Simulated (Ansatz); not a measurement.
Data:

GaN:
```cif
data_Ga3N3
_chemical_formula_sum 'Ga3 N3'
_space_group_name_H-M_alt 'P6422'
_space_group_IT_number 181
_space_group_name_Hall 'P 64 2 (0 0 2)'
_cell_length_a 3.11189
_cell_length_b 3.11189
_cell_length_c 7.35096
_cell_angle_alpha 90.000
_cell_angle_beta 90.000
_cell_angle_gamma 120.000
loop_
_atom_site_label
_atom_site_type_symbol
_atom_site_symmetry_multiplicity
_atom_site_Wyckoff_symbol
_atom_site_fract_x
_atom_site_fract_y
_atom_site_fract_z
_atom_site_occupancy
Ga1 Ga 3 d 0.50000 0.00000 0.50000 1
N1 N 3 c 0.50000 0.00000 0.00000 1
```

This is the r²SCAN+D4-relaxed structure.

All from the program Ansatz at the r²SCAN+D4 level (PAW), unless another level is named. Predict the band gap.

1.98 eV (indirect).

Predict the HSE06 gap on the r²SCAN+D4 cell.

2.76 eV.

Next, the electron effective mass?

0.15, 0.15, 0.17 mₑ (principal values).

Predict the hole effective mass.

0.46, 0.46, 1.0 mₑ (principal values).

Predict the valence-band maximum.

at A.

Predict the weight of the valence-edge state by species (Voronoi cells).

N 85 %, Ga 15 %.

Space group P6_422. The start of the workflow was typed in or built on a structure type; neither database checked (COD, Materials Project) lists it. It is not the phase usual at ambient conditions (space group No. 186, 216). The cell was relaxed with r²SCAN+D4 under the symmetry of its start; its stability against distortions is not shown here. The volume moved by -23 % from the start of the relaxation. Spin–orbit coupling is left out wherever it is not named.

Potentials: the later of the program's two PAW sets.
